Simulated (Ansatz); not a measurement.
# Au: the volume at rest

Au in the fcc lattice, starting from this typed cell of 18.00 Å³ an atom.

```xyz
1
Lattice="0.0000 2.0800 2.0800 2.0800 0.0000 2.0800 2.0800 2.0800 0.0000" Properties=species:S:1:pos:R:3 pbc="T T T"
Au    0.0000    0.0000    0.0000
```

Computed with Ansatz (plane-wave DFT, scalar-relativistic): k mesh 8×8×8; Fermi–Dirac smearing of 0.1 eV; no spin. Cell and atoms are relaxed to zero stress with the symmetry kept and no dispersion correction.

Caveats: coarse k mesh.

What volume results under PBE, and how much do the potentials matter?


```json
{"functional": "PBE", "potentials": "all-electron PAW datasets (no frozen core)", "cutoff (eV)": "300", "volume (Å³/atom)": "18.06", "change (%)": "0.3"}
{"functional": "PBE", "potentials": "Ansatz generated PAW", "cutoff (eV)": "420", "volume (Å³/atom)": "18.06", "change (%)": "0.4"}
{"functional": "PBE", "potentials": "Ansatz hand-made PAW", "cutoff (eV)": "617", "volume (Å³/atom)": "18.07", "change (%)": "0.4"}
{"functional": "PBE", "potentials": "JTH PAW", "cutoff (eV)": "750", "volume (Å³/atom)": "18.08", "change (%)": "0.5"}
{"functional": "PBE", "potentials": "PseudoDojo norm-conserving", "cutoff (eV)": "1034", "volume (Å³/atom)": "18.02", "change (%)": "0.1"}
{"functional": "PBE", "potentials": "Ansatz norm-conserving", "cutoff (eV)": "1034", "volume (Å³/atom)": "18.07", "change (%)": "0.4"}
```
